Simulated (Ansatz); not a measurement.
GeW2:
```
GeW2
1.0
    3.76569     0.00000     0.00000
    0.00000     3.76569     0.00000
    0.00000     0.00000     6.82629
W Ge
4 2
Direct
  0.00000   0.00000   0.00000
  0.50000   0.50000   0.00000
  0.50000   0.00000   0.32758
  0.00000   0.50000   0.67242
  0.50000   0.00000   0.70706
  0.00000   0.50000   0.29294
```

Relaxed with PBE. Special points in fractions of this cell's reciprocal vectors: Γ (0.000, 0.000, 0.000); X (0.000, 0.500, 0.000); M (0.500, 0.500, 0.000); Z (0.000, 0.000, 0.500); R (0.000, 0.500, 0.500); A (0.500, 0.500, 0.500).

List the band energies nearest the Fermi level at these points for PBE in the plane-wave PAW code Ansatz.

In eV from the Fermi level; about four levels below and three above (degenerate sets whole), none deeper than 8.9 eV; points with the same levels are listed once.

```tsv
k	below	above
Γ	-0.70 -0.70 -0.51 -0.08 -0.04	2.03 2.25 2.25
X	-1.90 -1.90 -1.61 -1.61	0.01 0.01 0.15 0.15
M	-2.40 -2.40 -1.31 -1.31	0.21 0.21 0.29 0.29
Z	-1.14 -1.14 -0.78 -0.02	0.22 0.70 0.70
R	-1.07 -1.07 -0.39 -0.39	0.02 0.02 0.87 0.87
A	-2.92 -2.92 -2.32 -2.32	0.51 0.51 0.62 0.62
```

Space group P4/nmm. The cell is a constructed one: a structure type filled with these elements; neither database checked (COD, Materials Project) lists it. Whether it is the stable phase at ambient conditions was not checked. The cell was relaxed with PBE under the symmetry of its start; its stability against distortions is not shown here. The run is not spin-polarised. Scalar-relativistic: spin–orbit coupling is off unless named, which matters more the heavier the elements.

Potentials: the later of the program's two PAW sets.
